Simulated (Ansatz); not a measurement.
# Y (dhcp): energy against volume

Level of theory: DFT, PBEsol, plane waves (420 eV) with PAW, scalar-relativistic in Ansatz 0.2.0. (PAW data from PBE, frozen cores regenerated.)

The cell is scaled uniformly from the relaxed one, with fractional coordinates and shape fixed. Energies are extrapolated to zero smearing, pressures are those at the given smearing. Magnetic state: spin not included.

A Birch-Murnaghan fit gives V₀ = 30.81 Å³/atom, B₀ = 42 GPa, B₀′ = 3.2.

(1) What are the energy above the minimum and the pressure at 32.208 Å³/atom?

(2) What are the energy above the minimum and the pressure at 33.446 Å³/atom?

(3) What are the energy above the minimum and the pressure at 34.685 Å³/atom?

Answers

(1) 7.7 meV/atom and -1.50 GPa as computed.

(2) 26.1 meV/atom and -2.78 GPa as computed.

(3) 53.5 meV/atom and -3.87 GPa as computed.
